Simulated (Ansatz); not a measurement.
## PtP in the wurtzite structure

Method: PBEsol, scalar-relativistic; no spin polarisation; PAW, 420 eV, 10×10×6 k-mesh, Gaussian smearing of 0.05 eV; code Ansatz; PAW files: Ansatz's generated set soft_2.

```cif
data_structure
_symmetry_space_group_name_H-M 'P6_3mc'
_symmetry_Int_Tables_number 186
_cell_length_a 3.5856
_cell_length_b 3.5856
_cell_length_c 6.6172
_cell_angle_alpha 90.000
_cell_angle_beta 90.000
_cell_angle_gamma 120.000
_cell_volume 73.68
loop_
_atom_site_label
_atom_site_type_symbol
_atom_site_symmetry_multiplicity
_atom_site_Wyckoff_symbol
_atom_site_fract_x
_atom_site_fract_y
_atom_site_fract_z
_atom_site_occupancy
Pt1 Pt 2 b 0.66667 0.33333 0.98950 1
P1 P 2 b 0.66667 0.33333 0.63570 1
```

The start was a prototype's sites filled with these elements, not a measured cell.

The cell above was scaled in volume, and shape and atoms were relaxed at each volume within its symmetry. Energies are counted from the cell above.

At this volume the pressure is 0.00 GPa.

```json
{"V (Å³/atom)": "17.68", "ΔE (meV/atom)": "-4.6", "P (GPa)": "0.2"}
{"V (Å³/atom)": "18.05", "ΔE (meV/atom)": "3.0", "P (GPa)": "2.7"}
{"V (Å³/atom)": "18.42", "ΔE (meV/atom)": "0.0", "P (GPa)": "0.0"}
{"V (Å³/atom)": "18.79", "ΔE (meV/atom)": "?", "P (GPa)": "?"}
{"V (Å³/atom)": "19.16", "ΔE (meV/atom)": "11.5", "P (GPa)": "-4.8"}
```

Question: Fill in the withheld row.

Answer: ΔE (meV/atom): 2.9, P (GPa): -2.5.

Question: Can a bulk modulus be trusted from these points?

Answer: No. A third-order Birch–Murnaghan fit leaves a scatter of 0.81 meV/atom or an implausible B0′ (-75.9): the points don't lie on one smooth branch, as happens when the electronic, magnetic or structural state changes along the curve, or when mesh and smearing noise in a metal outweighs the curvature.

These numbers lack spin–orbit coupling.
